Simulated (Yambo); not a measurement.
Absorption of NaYS2 (space group R-3m, No. 166) under isotropic strain of +1 % on all lattice vectors with and without the electron-hole interaction (Yambo, PBEsol bands; 6×6×6 mesh, 6 valence and 7 conduction bands, static screening with 49 bands and a 4 Ry block, scissor 1.70 eV, Tamm-Dancoff; field along x). Axes are Cartesian, with cell vectors (Å) (1.99, 1.15, 6.65), (-1.99, 1.15, 6.65), (0.00, -2.30, 6.65).

```json
[
 {"E (eV)": "3.25", "Im ε, BSE": "0.52", "Im ε, independent quasiparticles": "0.19"},
 {"E (eV)": "3.35", "Im ε, BSE": "0.61", "Im ε, independent quasiparticles": "0.21"},
 {"E (eV)": "3.45", "Im ε, BSE": "0.73", "Im ε, independent quasiparticles": "0.23"},
 {"E (eV)": "3.55", "Im ε, BSE": "0.89", "Im ε, independent quasiparticles": "0.26"},
 {"E (eV)": "3.65", "Im ε, BSE": "1.12", "Im ε, independent quasiparticles": "0.29"},
 {"E (eV)": "3.75", "Im ε, BSE": "1.47", "Im ε, independent quasiparticles": "0.33"},
 {"E (eV)": "3.85", "Im ε, BSE": "2.02", "Im ε, independent quasiparticles": "0.37"},
 {"E (eV)": "3.95", "Im ε, BSE": "2.97", "Im ε, independent quasiparticles": "0.43"},
 {"E (eV)": "4.05", "Im ε, BSE": "4.78", "Im ε, independent quasiparticles": "0.50"},
 {"E (eV)": "4.15", "Im ε, BSE": "8.58", "Im ε, independent quasiparticles": "0.60"},
 {"E (eV)": "4.25", "Im ε, BSE": "15.2", "Im ε, independent quasiparticles": "0.73"},
 {"E (eV)": "4.35", "Im ε, BSE": "17.0", "Im ε, independent quasiparticles": "0.92"},
 {"E (eV)": "4.45", "Im ε, BSE": "13.3", "Im ε, independent quasiparticles": "1.22"},
 {"E (eV)": "4.55", "Im ε, BSE": "11.1", "Im ε, independent quasiparticles": "1.73"},
 {"E (eV)": "4.65", "Im ε, BSE": "8.40", "Im ε, independent quasiparticles": "2.67"},
 {"E (eV)": "4.75", "Im ε, BSE": "6.06", "Im ε, independent quasiparticles": "4.27"},
 {"E (eV)": "4.85", "Im ε, BSE": "4.78", "Im ε, independent quasiparticles": "6.16"},
 {"E (eV)": "4.95", "Im ε, BSE": "4.24", "Im ε, independent quasiparticles": "8.06"},
 {"E (eV)": "5.05", "Im ε, BSE": "3.90", "Im ε, independent quasiparticles": "10.1"},
 {"E (eV)": "5.15", "Im ε, BSE": "3.60", "Im ε, independent quasiparticles": "12.2"},
 {"E (eV)": "5.25", "Im ε, BSE": "3.59", "Im ε, independent quasiparticles": "11.4"},
 {"E (eV)": "5.35", "Im ε, BSE": "3.87", "Im ε, independent quasiparticles": "7.90"},
 {"E (eV)": "5.45", "Im ε, BSE": "3.99", "Im ε, independent quasiparticles": "5.98"},
 {"E (eV)": "5.55", "Im ε, BSE": "4.29", "Im ε, independent quasiparticles": "5.03"},
 {"E (eV)": "5.65", "Im ε, BSE": "4.86", "Im ε, independent quasiparticles": "4.24"},
 {"E (eV)": "5.75", "Im ε, BSE": "5.43", "Im ε, independent quasiparticles": "3.67"},
 {"E (eV)": "5.85", "Im ε, BSE": "5.83", "Im ε, independent quasiparticles": "3.70"},
 {"E (eV)": "5.95", "Im ε, BSE": "6.17", "Im ε, independent quasiparticles": "4.12"},
 {"E (eV)": "6.05", "Im ε, BSE": "7.43", "Im ε, independent quasiparticles": "4.48"},
 {"E (eV)": "6.15", "Im ε, BSE": "9.67", "Im ε, independent quasiparticles": "4.49"},
 {"E (eV)": "6.25", "Im ε, BSE": "10.8", "Im ε, independent quasiparticles": "4.19"},
 {"E (eV)": "6.35", "Im ε, BSE": "10.3", "Im ε, independent quasiparticles": "3.95"},
 {"E (eV)": "6.45", "Im ε, BSE": "10.6", "Im ε, independent quasiparticles": "4.18"},
 {"E (eV)": "6.55", "Im ε, BSE": "10.7", "Im ε, independent quasiparticles": "4.89"},
 {"E (eV)": "6.65", "Im ε, BSE": "9.40", "Im ε, independent quasiparticles": "5.57"},
 {"E (eV)": "6.75", "Im ε, BSE": "8.72", "Im ε, independent quasiparticles": "5.94"},
 {"E (eV)": "6.85", "Im ε, BSE": "8.38", "Im ε, independent quasiparticles": "6.06"},
 {"E (eV)": "6.95", "Im ε, BSE": "8.31", "Im ε, independent quasiparticles": "6.28"},
 {"E (eV)": "7.05", "Im ε, BSE": "7.87", "Im ε, independent quasiparticles": "6.82"},
 {"E (eV)": "7.15", "Im ε, BSE": "8.15", "Im ε, independent quasiparticles": "7.09"},
 {"E (eV)": "7.25", "Im ε, BSE": "7.51", "Im ε, independent quasiparticles": "6.75"},
 {"E (eV)": "7.35", "Im ε, BSE": "6.78", "Im ε, independent quasiparticles": "6.53"},
 {"E (eV)": "7.45", "Im ε, BSE": "6.20", "Im ε, independent quasiparticles": "6.83"},
 {"E (eV)": "7.55", "Im ε, BSE": "6.09", "Im ε, independent quasiparticles": "7.83"},
 {"E (eV)": "7.65", "Im ε, BSE": "6.04", "Im ε, independent quasiparticles": "8.87"},
 {"E (eV)": "7.75", "Im ε, BSE": "5.71", "Im ε, independent quasiparticles": "9.08"},
 {"E (eV)": "7.85", "Im ε, BSE": "4.93", "Im ε, independent quasiparticles": "8.83"},
 {"E (eV)": "7.95", "Im ε, BSE": "4.28", "Im ε, independent quasiparticles": "8.36"},
 {"E (eV)": "8.05", "Im ε, BSE": "4.01", "Im ε, independent quasiparticles": "7.75"},
 {"E (eV)": "8.15", "Im ε, BSE": "3.77", "Im ε, independent quasiparticles": "7.77"},
 {"E (eV)": "8.25", "Im ε, BSE": "3.47", "Im ε, independent quasiparticles": "8.42"},
 {"E (eV)": "8.35", "Im ε, BSE": "3.18", "Im ε, independent quasiparticles": "8.28"}
]
```

The scissor comes from a G0W0 run whose convergence isn't established. Broadening 0.15 eV. The band window holds all transitions up to 8.4 eV. Fine structure above the onset can come from the mesh.

Geometry strained from the cell relaxed with PBEsol, atoms relaxed again; primitive cell a = 7.0337 Å, b = 7.0337 Å, c = 7.0337 Å, α = 32.83°, β = 32.83°, γ = 32.83°.
